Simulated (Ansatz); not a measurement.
## Sr$_{2}$CrO$_{3}$F: reading a single point

```
Sr Cr F O
1.0
     3.83178    0.00000    0.00000
     0.00000    3.83178    0.00000
     0.00000    0.00000   13.05664
Sr Cr F O
4 2 2 6
Direct
  0.25000 0.25000 0.12190
  0.75000 0.75000 0.87810
  0.25000 0.25000 0.39498
  0.75000 0.75000 0.60502
  0.75000 0.75000 0.27216
  0.25000 0.25000 0.72784
  0.75000 0.75000 0.06740
  0.25000 0.25000 0.93260
  0.25000 0.75000 0.24610
  0.75000 0.25000 0.24610
  0.75000 0.25000 0.75390
  0.25000 0.75000 0.75390
  0.75000 0.75000 0.41880
  0.25000 0.25000 0.58120
```

Level: PBE, with U_eff = 6.22 eV on Cr d (all-electron-ortho-atomic projectors), collinear spin; 420 eV; 6×6×2 Γ-centred mesh; fermi-dirac occupations (width 0.1 eV); Ansatz 0.2.0, fixed geometry.

Magnetic state (reached from a saved solution, and it need not be the lowest): Cr5 up, Cr6 down.

**Stress.** The pressure is 5.7 GPa (compression positive), so with the atoms held at these fractions the cell would first expand. The principal stresses 3.2, 7.0, 7.0 GPa differ, so its shape would change too.
**Charges.** Bader charges in e: Sr +1.54 to +1.59, Cr +1.80, O -1.36, F -0.86. In the mean Cr gives up most and O takes most.
**Moments.** Cr5 +2.88, Cr6 -2.88 μB of spin moment in Bader basins; net size 0.00 μB a cell.
**Electronic structure.** The gap is 2.49 eV, indirect or between spins (the least direct gap found is 2.59 eV).

Origin: a known structure type with other elements, at an estimated volume, so it need not be a known compound.
